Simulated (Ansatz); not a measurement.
Relaxed-ion elastic tensor of HfC (rock salt, Fm-3m) in GPa (Voigt order), the program Ansatz at the r²SCAN level (PAW); density 12.66 g/cm³, 12.49 Å³ per atom.

|  | 1 | 2 | 3 | 4 | 5 | 6 |
|---|---|---|---|---|---|---|
| 1 | 518 | 108 | 108 | 0.0 | 0.0 | 0.0 |
| 2 | 108 | 518 | 108 | 0.0 | 0.0 | 0.0 |
| 3 | 108 | 108 | 518 | 0.0 | 0.0 | 0.0 |
| 4 | 0.0 | 0.0 | 0.0 | 188 | 0.0 | 0.0 |
| 5 | 0.0 | 0.0 | 0.0 | 0.0 | 188 | 0.0 |
| 6 | 0.0 | 0.0 | 0.0 | 0.0 | 0.0 | 188 |

### Question
Is the crystal mechanically stable?

### Answer
Yes: the smallest eigenvalue of C is 188 GPa.

### Question
Work out the Voigt, Reuss and Hill averages.

### Answer
K_V = 245, K_R = 245, K_H = 245; G_V = 195, G_R = 195, G_H = 195 GPa.

### Question
Give Young's modulus, Poisson's ratio, Pugh's ratio and the universal anisotropy index.

### Answer
E = 9KG/(3K + G) = 462 GPa; ν = 0.19; K/G = 1.26 (brittle by the Pugh limit of 1.75); A_U = 5G_V/G_R + K_V/K_R − 6 = 0.01.

### Question
Estimate the sound speeds and the Debye temperature.

### Answer
v_l = √((K + 4G/3)/ρ) = 6310 m/s, v_t = √(G/ρ) = 3920 m/s, mean 4320 m/s; Θ = (h/k)(3n/4πV)^(1/3) v_m = 555 K.

### Question
Give the Zener ratio and Young's modulus along [100], [110] and [111].

### Answer
A = 2C44/(C11 − C12) = 0.92; 1/E = S11 − 2(S11 − S12 − S44/2)Γ with Γ = 0, 1/4, 1/3 gives 481, 457, 450 GPa.

### Question
Solve the Christoffel equation for the three sound speeds along [100], [110], [111].

### Answer
Eigenvalues of C_ijkl n_j n_l equal ρv². In km/s, slowest first: [100] 3.86, 3.86, 6.40; [110] 3.86, 4.03, 6.29; [111] 3.97, 3.97, 6.26.

The cell was relaxed with r²SCAN under the symmetry of its start; of distortions, only those at the zone centre were tested. No spin polarisation was allowed. As this level gives no gap, shear constants depend on the k-mesh and smearing (Fermi–Dirac, 0.1 eV here). Spin–orbit coupling is left out wherever it is not named.

Potentials: the later of the program's two PAW sets.
